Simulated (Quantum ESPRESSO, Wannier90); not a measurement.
## Tight-binding from DFT: CsPbI3 (cubic perovskite)

```xyz
5
Lattice="6.2751 0.0000 0.0000 0.0000 6.2751 0.0000 0.0000 0.0000 6.2751" Properties=species:S:1:pos:R:3 pbc="T T T"
Cs     3.1376     3.1376     3.1376
Pb     0.0000     0.0000     0.0000
I      0.0000     0.0000     3.1376
I      3.1376     0.0000     0.0000
I      0.0000     3.1376     0.0000
```

Materials Project entry mp-1069538; symmetrised, unrelaxed at this level. Not found in the COD (Crystallography Open Database) copy used, which has the formula in other groups; not checked further. Computed values, not measurements, from PBEsol: Quantum ESPRESSO (norm-conserving PseudoDojo potentials, cutoff 56 Ry, no spin polarisation, no spin-orbit coupling) on a Γ-centred 6×6×6 mesh, then Wannier90. Density: 6×6×6 mesh, cold smearing 0.01 Ry. Spin-orbit coupling is left out although heavy elements are present.

Bands 14-22 form an isolated set from -3.81 to 0.00 eV relative to the valence-band maximum (on the path) and are turned into 9 Wannier functions by minimising the spread from the start: atomic waves I 5p.

Centres (Cartesian, Å; one of the equivalent choices) and spreads:

| n | x | y | z | spread (Å²) | nearest atom |
|---|---|---|---|---|---|
| 1 | 0.000 | 0.000 | 3.138 | 5.027 | I3 |
| 2 | 0.000 | 0.000 | 3.138 | 2.493 | I3 |
| 3 | 0.000 | 0.000 | 3.138 | 2.493 | I3 |
| 4 | 3.138 | 0.000 | 0.000 | 2.493 | I4 |
| 5 | 3.138 | 0.000 | 0.000 | 5.027 | I4 |
| 6 | 3.138 | 0.000 | 0.000 | 2.493 | I4 |
| 7 | 0.000 | 3.138 | 0.000 | 2.493 | I5 |
| 8 | 0.000 | 3.138 | 0.000 | 2.493 | I5 |
| 9 | 0.000 | 3.138 | 0.000 | 5.027 | I5 |

Ω_I = 29.72 Å², Ω_total = 30.04 Å²; the interpolated bands follow pw.x to 5.6 meV rms on the path. Only this start was tried; a symmetric start can stop on a saddle, and mixtures of these functions could lower the total by at most Ω_total − Ω_I.
